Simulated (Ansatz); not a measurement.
Ca2Ti3O8, a known structure type with other elements, at an estimated volume

```
CELL_PARAMETERS angstrom
0.00000 5.88621 0.00000
5.54014 -2.94310 0.00000
1.67840 0.00000 -4.67986
ATOMIC_POSITIONS crystal
Ti 0.25914 0.00000 0.00000
Ti 0.74086 0.00000 0.00000
O 0.60385 0.20770 0.03742
O 0.39615 0.79230 0.96258
Ca 0.72442 0.44884 0.33407
Ca 0.27558 0.55116 0.66593
Ti 0.00000 0.00000 0.50000
O 0.32217 0.20118 0.60829
O 0.12099 0.79882 0.39171
O 0.67783 0.79882 0.39171
O 0.87901 0.20118 0.60829
O 0.09726 0.19452 0.09798
O 0.90274 0.80548 0.90202
```

Level: PBEsol, no spin polarisation; 420 eV; 5×5×5 Γ-centred mesh; fermi-dirac occupations (width 0.0222 eV); Ansatz 0.2.0, fixed geometry.

**Question.** Which element gives electrons and which takes them?

**Answer.** Bader charges in e: Ca +1.58, Ti +2.19 to +2.23, O -1.24 to -1.17. In the mean Ti gives up most and O takes most.

**Question.** Which atom feels the largest force, and which way?

**Answer.** The largest is on O3 (and as large on other atoms): 1.14 eV/Å, components (1.09, 0.00, -0.34). It makes 130° with the line to a nearest neighbour, Ti2 at 1.87 Å.

**Question.** What is the formation energy?

**Answer.** -3.20 eV an atom against the elements' usual phases (free molecules for gases, crystals otherwise, with no correction for O₂ or N₂), so it is bound against them; other compounds may still compete. Relaxing would lower it.

**Question.** Metal or insulator? Give the gap.

**Answer.** The gap is 2.95 eV, indirect (the least direct gap found is 3.18 eV).

Origin: a known structure type with other elements, at an estimated volume, so it need not be a known compound.
